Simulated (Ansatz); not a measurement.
Relaxed Se (trigonal-Se type, space group P3_121):

```xyz
3
Lattice="4.0394 0.0000 0.0000 -2.0197 3.4982 0.0000 0.0000 0.0000 5.1207" Properties=species:S:1:pos:R:3 pbc="T T T"
Se     0.5022     0.8699     2.5603
Se     3.0350     0.0000     4.2672
Se    -1.5175     2.6284     0.8534
```

In each cell atom 3 (Se, nearest neighbour Se at 2.437 Å; its periodic images, 4.0 Å or more away, move with it) moves by s·(1.000, 0.000, 0.000) (along Cartesian x), the rest being held.

Calculation: PBEsol (plane waves to 420 eV, PAW, scalar-relativistic; Ansatz, an electronic-structure program). k mesh 8×8×5 (Γ-centred), Fermi-Dirac smearing 0.05 eV. F∥ is the force on the atom along that direction. F⊥ is the part of the force across the line. Se was relaxed with its symmetry unable to fall. 

```json
[
 {"s (Å)": "-0.240", "F∥ (eV/Å)": "1.044", "|F⊥| (eV/Å)": "0.548"},
 {"s (Å)": "-0.192", "F∥ (eV/Å)": "?", "|F⊥| (eV/Å)": "0.388"},
 {"s (Å)": "-0.144", "F∥ (eV/Å)": "0.611", "|F⊥| (eV/Å)": "0.255"},
 {"s (Å)": "-0.096", "F∥ (eV/Å)": "0.401", "|F⊥| (eV/Å)": "0.147"},
 {"s (Å)": "-0.048", "F∥ (eV/Å)": "0.197", "|F⊥| (eV/Å)": "0.063"},
 {"s (Å)": "0.000", "F∥ (eV/Å)": "0.000", "|F⊥| (eV/Å)": "0.000"},
 {"s (Å)": "0.048", "F∥ (eV/Å)": "?", "|F⊥| (eV/Å)": "0.042"},
 {"s (Å)": "0.096", "F∥ (eV/Å)": "-0.368", "|F⊥| (eV/Å)": "0.066"},
 {"s (Å)": "0.144", "F∥ (eV/Å)": "-0.537", "|F⊥| (eV/Å)": "0.077"},
 {"s (Å)": "0.192", "F∥ (eV/Å)": "-0.694", "|F⊥| (eV/Å)": "0.080"},
 {"s (Å)": "0.240", "F∥ (eV/Å)": "?", "|F⊥| (eV/Å)": "0.087"}
]
```

Problem. Complete the blanks.

Solution. 
- -0.192, F∥ (eV/Å): 0.826
- 0.048, F∥ (eV/Å): -0.188
- 0.240, F∥ (eV/Å): -0.834

(A displaced cell: forces are minus the slopes of the energy, force constants its curvatures, and phonons follow from these.)
